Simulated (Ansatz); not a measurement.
Question: Al2Cu in space group I4/mcm (No. 140; Al on 8h, Cu on 4a) is relaxed with DFT-r²SCAN in the program Ansatz with PAW potentials. What lattice parameters of the conventional cell result?

Answer: a = 5.997 Å, c = 4.805 Å.

Question: Give the free coordinates with the occupied sites.

Answer: In one choice of origin and axes:

```json
[
 {"atom": "Al", "site": "8h", "symmetry": "m.2m", "x": "0.1594", "y": "0.3406", "z": "0.0000"},
 {"atom": "Cu", "site": "4a", "symmetry": "422", "x": "0.0000", "y": "0.0000", "z": "0.2500"}
]
```

The cell was relaxed with r²SCAN under the symmetry of its start; of distortions, only those at the zone centre were tested. No spin polarisation was allowed. Axis ratios of metals converge slowly with the k-mesh, so a and c are less sure than the volume.

Potentials: the later of the program's two PAW sets.
